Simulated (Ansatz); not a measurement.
An Ansatz (a quantum-chemistry and plane-wave program) run. Input:

Ansatz 0.2 input:
```yaml
crystal:
  lattice:
    - [10.0023367161, 0.0, 0.0]
    - [0.0, 3.5536329421, 0.0]
    - [0.0, 0.0, 10.2577234382]
  atoms:
    - { symbol: V, position: [0.1252133789, 0.75, 0.0107857386] }
    - { symbol: V, position: [0.8747866211, 0.25, 0.9892142614] }
    - { symbol: V, position: [0.3747866211, 0.25, 0.5107857386] }
    - { symbol: V, position: [0.6252133789, 0.75, 0.4892142614] }
    - { symbol: V, position: [0.0720595818, 0.25, 0.6005618789] }
    - { symbol: V, position: [0.9279404182, 0.75, 0.3994381211] }
    - { symbol: V, position: [0.4279404182, 0.75, 0.1005618789] }
    - { symbol: V, position: [0.5720595818, 0.25, 0.8994381211] }
    - { symbol: O, position: [0.9987263719, 0.75, 0.2620553406] }
    - { symbol: O, position: [0.0012736281, 0.25, 0.7379446594] }
    - { symbol: O, position: [0.5012736281, 0.25, 0.7620553406] }
    - { symbol: O, position: [0.4987263719, 0.75, 0.2379446594] }
    - { symbol: O, position: [0.0636621031, 0.75, 0.5411700262] }
    - { symbol: O, position: [0.9363378969, 0.25, 0.4588299738] }
    - { symbol: O, position: [0.4363378969, 0.25, 0.0411700262] }
    - { symbol: O, position: [0.5636621031, 0.75, 0.9588299738] }
    - { symbol: O, position: [0.0710726671, 0.25, 0.0329273232] }
    - { symbol: O, position: [0.9289273329, 0.75, 0.9670726768] }
    - { symbol: O, position: [0.4289273329, 0.75, 0.5329273232] }
    - { symbol: O, position: [0.5710726671, 0.25, 0.4670726768] }
    - { symbol: O, position: [0.2063609109, 0.75, 0.8794839954] }
    - { symbol: O, position: [0.7936390891, 0.25, 0.1205160046] }
    - { symbol: O, position: [0.2936390891, 0.25, 0.3794839954] }
    - { symbol: O, position: [0.7063609109, 0.75, 0.6205160046] }
    - { symbol: O, position: [0.246146612, 0.25, 0.6316190279] }
    - { symbol: O, position: [0.753853388, 0.75, 0.3683809721] }
    - { symbol: O, position: [0.253853388, 0.75, 0.1316190279] }
    - { symbol: O, position: [0.746146612, 0.25, 0.8683809721] }
kpoints:
  mp_grid: { grid: [3, 8, 3] }
hamiltonian:
  xc: pbesol
  pseudopotentials: { kind: paw }
scf:
  occupations: { method: fixed }
dielectric: {}
```

Output (shortened):

```
Pseudopotential: V, paw, valence charge 13
Pseudopotential: O, paw, valence charge 6
Functional definition: PBEsol
Crystal: 28 atoms, lattice volume = 364.607 Å³
Basis set: ecut = 420 eV, 7085 PW (Γ), exchange–correlation on 144×48×144 points (8 copies of the dense FFT grid, shifted against one another)
Bands: 140, of which v1, the nominal top of the filled ones, is band 112 counted from 1 (111 counted from 0)
Symmetry: 8 space group operations
k-points: 37 of 72 (irreducible under 1 space group operation, time reversal used)
SCF iter   1: F=—  HF=-34312.813805 eV  |F-HF|=—  |Δ(HF+E_count)|=         —  Δρ=1.48e-2  dr2=6.21e-1  ethr=1.77e-3  ⟨swp⟩=3.5  Hψ=16217  notcnv=0  defer=888
preconditioner: auto → Resta (q_TF=auto, 2.516 Å⁻¹)
SCF iter   2: F=—  HF=-34312.710904 eV  |F-HF|=—  |Δ(HF+E_count)|=   1.03e-1  Δρ=9.41e-3  dr2=3.16e-1  ethr=2.77e-4  ⟨swp⟩=2.1  Hψ=8936  notcnv=0  defer=929
SCF iter   3: F=—  HF=-34312.677553 eV  |F-HF|=—  |Δ(HF+E_count)|=   3.34e-2  Δρ=4.97e-3  dr2=7.57e-2  ethr=1.41e-4  ⟨swp⟩=2.0  Hψ=6657  notcnv=0  defer=891
SCF iter   4: F=—  HF=-34312.669432 eV  |F-HF|=—  |Δ(HF+E_count)|=   8.12e-3  Δρ=1.84e-3  dr2=1.49e-2  ethr=3.38e-5  ⟨swp⟩=2.0  Hψ=6237  notcnv=0  defer=962
SCF iter   5: F=—  HF=-34312.667744 eV  |F-HF|=—  |Δ(HF+E_count)|=   1.69e-3  Δρ=7.32e-4  dr2=2.13e-3  ethr=6.65e-6  ⟨swp⟩=2.1  Hψ=6585  notcnv=0  defer=962
SCF iter   6: F=—  HF=-34312.668038 eV  |F-HF|=—  |Δ(HF+E_count)|=   2.94e-4  Δρ=3.51e-4  dr2=6.16e-4  ethr=9.51e-7  ⟨swp⟩=2.0  Hψ=6586  notcnv=0  defer=962
SCF iter   7: F=—  HF=-34312.668067 eV  |F-HF|=—  |Δ(HF+E_count)|=   2.88e-5  Δρ=1.73e-4  dr2=1.37e-4  ethr=2.75e-7  ⟨swp⟩=2.0  Hψ=6436  notcnv=0  defer=888
SCF iter   8: F=—  HF=-34312.668131 eV  |F-HF|=—  |Δ(HF+E_count)|=   6.35e-5  Δρ=2.34e-4  dr2=2.51e-4  ethr=6.11e-8  ⟨swp⟩=2.0  Hψ=6804  notcnv=0  defer=888
SCF iter  19: F=-34312.668581 eV  HF=-34312.668581 eV  |F-HF|=2.91e-11  |Δ(HF+E_count)|=  8.00e-11  Δρ=1.05e-7  dr2=5.25e-11  ethr=1.00e-12  ⟨swp⟩=7.7  Hψ=17069  notcnv=0
SCF 1 converged in 19 iterations: F = -34312.668581 eV  dr2 = 5.25e-11
NSCF: frozen V_eff on 6 k-points
DFPT response loops at Γ: preconditioner auto → none (the input reference at scf.mixing.eps_inf says where Resta's filter doesn't serve); β = 0.50 …
── the response to a field inside a basis, on 4×8×4 k-points: an SCF that follows is theirs, and a resumed run solves both again ──
Crystal: 28 atoms, lattice volume = 364.607 Å³
Bands: 113, of which v1, the nominal top of the filled ones, is band 112 counted from 1 (111 counted from 0)
k-points: 16 of 128
SCF iter   1: F=—  HF=-34311.957590 eV  |F-HF|=—  |Δ(HF+E_count)|=         —  Δρ=5.40e-4  dr2=3.61e-4  ethr=1.00e-1
preconditioner: auto → Resta (q_TF=auto, 2.516 Å⁻¹)
SCF iter   2: F=—  HF=-34311.957651 eV  |F-HF|=—  |Δ(HF+E_count)|=   6.11e-5  Δρ=3.01e-4  dr2=1.21e-4  ethr=1.61e-7
SCF iter   3: F=—  HF=-34311.957704 eV  |F-HF|=—  |Δ(HF+E_count)|=   5.35e-5  Δρ=2.49e-4  dr2=2.36e-4  ethr=5.40e-8
SCF iter   4: F=—  HF=-34311.957676 eV  |F-HF|=—  |Δ(HF+E_count)|=   2.87e-5  Δρ=3.64e-5  dr2=4.52e-6  ethr=5.40e-8
SCF iter   5: F=—  HF=-34311.957676 eV  |F-HF|=—  |Δ(HF+E_count)|=   3.44e-7  Δρ=1.76e-5  dr2=9.19e-7  ethr=2.02e-9
SCF iter   6: F=—  HF=-34311.957676 eV  |F-HF|=—  |Δ(HF+E_count)|=   2.43e-7  Δρ=5.75e-6  dr2=1.55e-7  ethr=4.10e-10
SCF iter   7: F=—  HF=-34311.957676 eV  |F-HF|=—  |Δ(HF+E_count)|=   1.09e-7  Δρ=6.98e-6  dr2=2.04e-7  ethr=6.93e-11
SCF iter   8: F=-34311.957676 eV  HF=-34311.957676 eV  |F-HF|=3.20e-9  |Δ(HF+E_count)|=   1.53e-9  Δρ=2.39e-6  dr2=2.99e-8  ethr=6.93e-11
SCF 1 converged in 8 iterations: F = -34311.957676 eV  dr2 = 2.99e-8
DFPT response loops at Γ: mixed as the last ones told, above
SCF converged after 19 iterations
Free energy (F): -34312.668581 eV
Harris-Foulkes:  -34312.668581 eV  (|F-HF|=2.91e-11)
Internal energy: -34312.668581 eV  (E = F + TS)
E sigma→0 (E₀):  -34312.668581 eV
Fermi energy:    3.708978 eV
--- Per-component energies (eV) ---
  E_band       = -2895.013731
  E_kinetic    = 6161.818862
  E_local      = -22978.832140  (includes V_loc(G=0)·N_el)
  E_nonlocal   = 571.531372
  E_hartree    = 9384.417084
  E_xc         = -2478.720612
  E_vxc        = -3168.721290  (∫ρ·V_xc dr)
  E_paw        = -11709.788093  (= ΣΔE_a)
  E_vpaw       = -2249.695047  (= ΣTr[D̂ρ^β])
  E_aug_tail   = 0.049871  (compensation charges beyond the density's cutoff)
  E_ewald      = -13265.048117
  E_core_change = 1.903191  (= ΣΔE_core)
  E_smearing   =  0.000000  (= −TS)
  E_closure    = 0.000000  (closes the sum)
  Σ components = -34312.668581   (vs F -34312.668581, Δ=0.00e0)
  [band-id]    e_kinetic+e_local+e_nonlocal+2·e_hartree+e_vxc+e_vpaw+e_augmentation_tail = -2895.014204   (vs E_band -2895.013731, Δ=-4.72e-4)
--- Band table (eV; the first three rows and the last of 37) ---
  k-point 0: bands = ["-59.7705", "-59.7705", "-59.7564", "-59.7564", "-59.7369", "-59.7368", "-59.7229", "-59.7229", "-33.9498", "-33.9493", "-33.9298", "-33.9297", "-33.9180", "-33.9176", "-33.8977", "-33.8977", "-33.8389", "-33.8384", "-33.7456", …
  k-point 1: bands = ["-59.7705", "-59.7705", "-59.7564", "-59.7564", "-59.7369", "-59.7368", "-59.7229", "-59.7229", "-33.9497", "-33.9494", "-33.9298", "-33.9297", "-33.9179", "-33.9177", "-33.8977", "-33.8977", "-33.8388", "-33.8385", "-33.7456", …
  k-point 2: bands = ["-59.7697", "-59.7697", "-59.7566", "-59.7566", "-59.7360", "-59.7360", "-59.7231", "-59.7231", "-33.9485", "-33.9480", "-33.9295", "-33.9294", "-33.9166", "-33.9163", "-33.8974", "-33.8974", "-33.8383", "-33.8379", "-33.7614", …
  k-point 36: bands = ["-59.7696", "-59.7696", "-59.7567", "-59.7567", "-59.7359", "-59.7359", "-59.7232", "-59.7232", "-33.9467", "-33.9466", "-33.9353", "-33.9353", "-33.9125", "-33.9124", "-33.8974", "-33.8974", "-33.8299", "-33.8297", "-33.7839", …
--- Dielectric response (ions clamped): 3 representative field directions + reference, inside a basis on a mesh of 128 k-points (Σ response iterations 33) ---
  ε∞ (high-frequency dielectric tensor):
        5.507324     0.000000     0.000000
        0.000000     5.702514     0.000000
        0.000000     0.000000     3.541357
  Born effective charges Z* (e; rows j = field, columns β = displacement):
    site 0:
         5.61286    0.00000    1.49447
         0.00000    6.16007    0.00000
         0.26608    0.00000    3.13031
    site 1:
         5.61286    0.00000    1.49447
         0.00000    6.16007    0.00000
         0.26608    0.00000    3.13031
    site 2:
         5.61286    0.00000   -1.49447
         0.00000    6.16007    0.00000
        -0.26608    0.00000    3.13031
    site 3:
         5.61286    0.00000   -1.49447
         0.00000    6.16007    0.00000
        -0.26608    0.00000    3.13031
    site 4:
         5.43507    0.00000    0.89448
         0.00000    5.87900    0.00000
        -0.22995    0.00000    2.63861
    site 5:
         5.43507    0.00000    0.89448
         0.00000    5.87900    0.00000
        -0.22995    0.00000    2.63861
    site 6:
         5.43507    0.00000   -0.89448
         0.00000    5.87900    0.00000
         0.22995    0.00000    2.63861
    site 7:
         5.43507    0.00000   -0.89448
         0.00000    5.87900    0.00000
         0.22995    0.00000    2.63861
    site 8:
        -0.82169    0.00000    0.86930
         0.00000   -0.54294    0.00000
         0.70362    0.00000   -1.94107
    site 9:
        -0.82169    0.00000    0.86930
         0.00000   -0.54294    0.00000
         0.70362    0.00000   -1.94107
    site 10:
        -0.82169    0.00000   -0.86930
         0.00000   -0.54294    0.00000
        -0.70362    0.00000   -1.94107
    site 11:
        -0.82169    0.00000   -0.86930
         0.00000   -0.54294    0.00000
        -0.70362    0.00000   -1.94107
    site 12:
        -1.43137    0.00000   -1.28745
         0.00000   -4.80306    0.00000
        -0.55602    0.00000   -0.93137
    site 13:
        -1.43137    0.00000   -1.28745
         0.00000   -4.80306    0.00000
        -0.55602    0.00000   -0.93137
    site 14:
        -1.43137    0.00000    1.28745
         0.00000   -4.80306    0.00000
         0.55602    0.00000   -0.93137
    site 15:
        -1.43137    0.00000    1.28745
         0.00000   -4.80306    0.00000
         0.55602    0.00000   -0.93137
    site 16:
        -2.63113    0.00000   -0.23970
         0.00000   -5.17158    0.00000
        -0.24395    0.00000   -0.64778
    site 17:
        -2.63113    0.00000   -0.23970
         0.00000   -5.17158    0.00000
        -0.24395    0.00000   -0.64778
    site 18:
        -2.63113    0.00000    0.23970
         0.00000   -5.17158    0.00000
         0.24395    0.00000   -0.64778
    site 19:
        -2.63113    0.00000    0.23970
         0.00000   -5.17158    0.00000
         0.24395    0.00000   -0.64778
    site 20:
        -0.85833    0.00000    0.49424
         0.00000   -0.49764    0.00000
         0.42585    0.00000   -1.30351
    site 21:
        -0.85833    0.00000    0.49424
         0.00000   -0.49764    0.00000
         0.42585    0.00000   -1.30351
    site 22:
        -0.85833    0.00000   -0.49424
         0.00000   -0.49764    0.00000
        -0.42585    0.00000   -1.30351
    site 23:
        -0.85833    0.00000   -0.49424
         0.00000   -0.49764    0.00000
        -0.42585    0.00000   -1.30351
    site 24:
        -5.30541    0.00000    1.59485
         0.00000   -1.02384    0.00000
         0.79445    0.00000   -0.94519
    site 25:
        -5.30541    0.00000    1.59485
         0.00000   -1.02384    0.00000
         0.79445    0.00000   -0.94519
    site 26:
        -5.30541    0.00000   -1.59485
         0.00000   -1.02384    0.00000
        -0.79445    0.00000   -0.94519
    site 27:
        -5.30541    0.00000   -1.59485
         0.00000   -1.02384    0.00000
        -0.79445    0.00000   -0.94519
  Z* charge neutrality: 2.596e-2 e pre-enforcement
  solved inside a basis spanned on kpoints, on 4×8×4 k-points, taken by the longest dipole's decay: ε∞ is read to err by 2.7e-2, Z* by 8.3e-2 e (field_mesh …
```

Cost: about 27 core-minutes (a rough figure) on shared cores.

Space group Pnma. The first step of the workflow began from a Materials Project structure, measured or hypothetical; the Crystallography Open Database copy checked does not list it. COD files the formula under space group No. 31, 59. Its standing as an ambient phase is unchecked. Symmetry was held in the PBEsol relaxation; its stability against distortions is not shown here. No spin polarisation was allowed. No Hubbard U is applied.

Potentials: the later of the program's two PAW sets.

Ansatz is a plane-wave DFT program.
